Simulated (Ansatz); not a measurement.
## 4 guesses for NdAgO4 and where they end

Computed with DFT PBE, scalar-relativistic, plane waves, PAW, and for the lanthanide a 4f-in-core norm-conserving potential, in Ansatz. All cells share a 660 eV cutoff and Γ-centred k meshes spaced at most about 0.3 Å⁻¹ (about 0.25 or finer for metals, 2π included). Collinear spin in cells that started with moments and kept them past the coarse steps, no spin elsewhere.

Each guess was relaxed in cell and atoms at zero pressure, within the symmetry of its start. These are static total energies at zero pressure. Coordination counts O atoms around Ag and Nd (those within 1.25 times the shortest such distance or 1.15 times the sum of covalent radii, 1.27 where that leaves under three; a plus sign parts nearer from farther groups; the shortest distance is added where it exceeds 1.18 times the sum of covalent radii).

```tsv
guess	made from	start group	V start (Å³/atom)	end group	V end (Å³/atom)	coordination at the end	gap on mesh (eV)	largest moment (μB)	E over the lowest end (meV/atom)
1	random cell	P-6m2	14.7	P-6m2	13.2	Nd 9, Ag 8	0	0.4	42
2	TmInCo4 type	F-43m	13.4	?	?	?	?	?	?
3	TbAlCo4 type	Cmmm	14.3	Cmmm	13.4	Nd 2+4, Ag 4	0	-	123
4	NaYF4 type	P4/mmm	12.1	P4/mmm	13.9	Nd 8, Ag 8	0	0.7	0
```

Guess 2 as it starts:

```yaml
crystal:
  lattice:
    - [0.00000, 3.42439, 3.42439]
    - [3.42439, 0.00000, 3.42439]
    - [3.42439, 3.42439, 0.00000]
  atoms:
    - { symbol: Nd, position: [0.25000, 0.25000, 0.25000] }
    - { symbol: Ag, position: [0.00000, 0.00000, 0.00000] }
    - { symbol: O, position: [0.12392, 0.62536, 0.62536] }
    - { symbol: O, position: [0.62536, 0.12392, 0.62536] }
    - { symbol: O, position: [0.62536, 0.62536, 0.12392] }
    - { symbol: O, position: [0.62536, 0.62536, 0.62536] }
```

Q: Fill in the missing row: what does this guess relax into, and where does it rank?

A: It ends in space group F-43m (No. 216), with a = 6.585 Å, 11.9 Å³/atom and no gap, without spin. It lies 0.82 eV/atom over the lowest end, above guess 3 and so the highest of the set. Counting O atoms around Ag and Nd, this end has Nd 12, Ag 12 from 2.7 Å and the lowest (guess 4) has Nd 8, Ag 8.

```cif
data_structure
_symmetry_space_group_name_H-M 'F-43m'
_symmetry_Int_Tables_number 216
_cell_length_a 6.5850
_cell_length_b 6.5850
_cell_length_c 6.5850
_cell_angle_alpha 90.000
_cell_angle_beta 90.000
_cell_angle_gamma 90.000
_cell_volume 285.55
loop_
_atom_site_label
_atom_site_type_symbol
_atom_site_symmetry_multiplicity
_atom_site_Wyckoff_symbol
_atom_site_fract_x
_atom_site_fract_y
_atom_site_fract_z
_atom_site_occupancy
Nd1 Nd 4 d 0.25000 0.25000 0.75000 1
Ag1 Ag 4 a 0.00000 0.00000 0.00000 1
O1 O 16 e 0.12388 0.37612 0.12388 1
```

Formation energies are uncorrected and refer to the elements' standard structures at the same level (O₂ as a molecule).

Q: Is the lowest end bound against the elements?

A: Yes: its formation energy is −0.93 eV/atom. Whether it is stable depends on the other phases of the system, which aren't compared here.

The magnetic state reached may not be the lowest. Cells relaxed within their symmetry can be saddle points. A lower structure may well exist outside this small set. Some types were kept out of the candidates beforehand, so the set may lack a known form.

The lanthanide is trivalent by construction, without f bands, f moments or other valences. The reference runs of the other elements, and any phases without the lanthanide, used 420 eV, which shifts energies against them by under 10 meV/atom. The lanthanide's reference is the lowest of its hcp, dhcp and fcc cells.
